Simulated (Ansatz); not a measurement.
AlNi (CsCl type, Pm-3m) under volume change, DFT-r²SCAN in the program Ansatz with PAW potentials, scaled uniformly.

```json
[
 {"V (Å³/atom)": "10.681", "E − E(relaxed) (meV/atom)": "61.8", "P (GPa)": "20.37"},
 {"V (Å³/atom)": "11.033", "E − E(relaxed) (meV/atom)": "26.0", "P (GPa)": "12.47"},
 {"V (Å³/atom)": "11.385", "E − E(relaxed) (meV/atom)": "6.1", "P (GPa)": "5.74"},
 {"V (Å³/atom)": "11.737", "E − E(relaxed) (meV/atom)": "0.0", "P (GPa)": "0.00"},
 {"V (Å³/atom)": "12.090", "E − E(relaxed) (meV/atom)": "5.5", "P (GPa)": "-4.89"},
 {"V (Å³/atom)": "12.442", "E − E(relaxed) (meV/atom)": "21.0", "P (GPa)": "-9.07"},
 {"V (Å³/atom)": "12.794", "E − E(relaxed) (meV/atom)": "44.9", "P (GPa)": "-12.62"}
]
```

Q: What does a third-order Birch–Murnaghan fit give for V₀, B₀ and B′?

A: V₀ = 11.74 Å³/atom, B₀ = 176 GPa, B′ = 4.3.

Symmetry was held in the r²SCAN relaxation; of distortions, only those at the zone centre were tested. The workflow began spin-polarised and lost its moments.

Potentials: the later of the program's two PAW sets.
